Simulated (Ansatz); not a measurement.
## Property card for Zn$_{4}$SeS$_{3}$

Theory: DFT PBE, scalar-relativistic, plane waves, PAW (Ansatz).

Settings: cutoff 420 eV, Γ-centred mesh 8×8×4 on the computed 8-atom cell, Gaussian smearing of 0.02 eV; no spin polarisation.

The structure is relaxed at this level of theory with its symmetry kept, and needn't be the ground state of this composition.

```
Zn Se S
1.0
     3.90063    0.00000    0.00000
     0.00000    3.90063    0.00000
     0.00000    0.00000   11.02761
Zn Se S
4 1 3
Direct
  0.50000 0.00000 0.87852
  0.00000 0.50000 0.12148
  0.50000 0.00000 0.36488
  0.00000 0.50000 0.63512
  0.00000 0.00000 0.50000
  0.00000 0.00000 0.00000
  0.50000 0.50000 0.24318
  0.50000 0.50000 0.75682
```

```json
{
 "Space group": "P-4m2 (No. 115)",
 "Volume per atom": "20.97 Å³",
 "Formation energy from the elements' standard states (uncorrected)": "-0.788 eV/atom",
 "Kohn–Sham band gap": "1.70 eV",
 "Orbital (Löwdin) character of the top 1 eV of the valence band": "S 3p 50 %, Se 4p 38 %, Zn 3d 7 %",
 "Orbital (Löwdin) character of the lowest 1 eV of the conduction band": "Zn 4s 56 %, S 3s 19 %, S 3p 12 %",
 "Bulk modulus": "66 GPa",
 "Its pressure derivative": "4.5",
 "Electronic dielectric constant xx, yy, zz (independent particles)": "6.7, 6.7, 6.7",
 "Bader charge by site (e)": "Zn (2 in the cell) 0.89, Zn (2 in the cell) 0.82, Se (1 in the cell) -0.75, S (1 in the cell) -0.89, S (2 in the cell) -0.89"
}
```

The cell was found from a structure generator's guess, not taken from experiment. Kohn–Sham gaps at this level usually fall short of measured ones. Löwdin shares on free-atom orbitals overweight diffuse shells in the empty bands.
